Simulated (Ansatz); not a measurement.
Computed with DFT PBE, scalar-relativistic, plane waves, PAW (Ansatz 0.2.0). Settings: cutoff 420 eV, Γ-centred meshes spaced at most about 0.3 Å⁻¹, and about 0.25 Å⁻¹ or finer for metals (2π included), Gaussian smearing. No spin polarisation in the final relaxations.

These are static total energies at zero pressure. All come from trial cells, and lower structures may exist.

Task: Which of these relaxed structures of SnTe3 is the lowest in energy?
A. Space group Im-3m (No. 229), cubic, a = 6.417 Å. Around Sn lie 6 Te at 3.21 Å; Te is surrounded by 2 Sn at 3.21 Å and 4 Te at 3.21 Å.
B. Space group P6_3/mmc (No. 194), hexagonal, a = 6.821 Å, c = 5.874 Å. Sn is surrounded by 12 Te at 3.41–3.48 Å; around Te lie 2 Te at 3.22 Å, 4 Sn at 3.41–3.48 Å and 6 Te at 3.60 Å.
C. Space group Fm-3m (No. 225), cubic, a = 7.723 Å. Around Sn lie 8 Te at 3.34 Å and 6 Te at 3.86 Å; Te on a site of symmetry m-3m has 8 Te at 3.34 Å and 6 Sn at 3.86 Å; around Te on a site of symmetry -43m lie 4 Sn at 3.34 Å, 4 Te at 3.34 Å and 6 Te at 3.86 Å.
D. Space group Pm-3n (No. 223), cubic, a = 6.197 Å. Sn has 12 Te at 3.46 Å; around Te lie 2 Te at 3.10 Å, 4 Sn at 3.46 Å and 8 Te at 3.79 Å.

Result: A. It has space group Im-3m (No. 229); the next, C, with the BiF3 (D0_3) type, space group Fm-3m (No. 225), lies 258 meV/atom higher. Counting Te atoms around Sn (those within 1.25 times the shortest such distance or 1.15 times the sum of covalent radii; a plus sign parts nearer from farther groups; the shortest distance is added where it is long for a bond), the lowest has Sn 6 and the next has Sn 8+6 from 3.3 Å.

These runs have no spin–orbit coupling, which can matter for Te. A magnetic state wasn't ruled out in cells without spin, among them Pm-3n. Cells relaxed within their symmetry can be saddle points. Some candidate types were left out of the draw beforehand, so a known form may be missing.
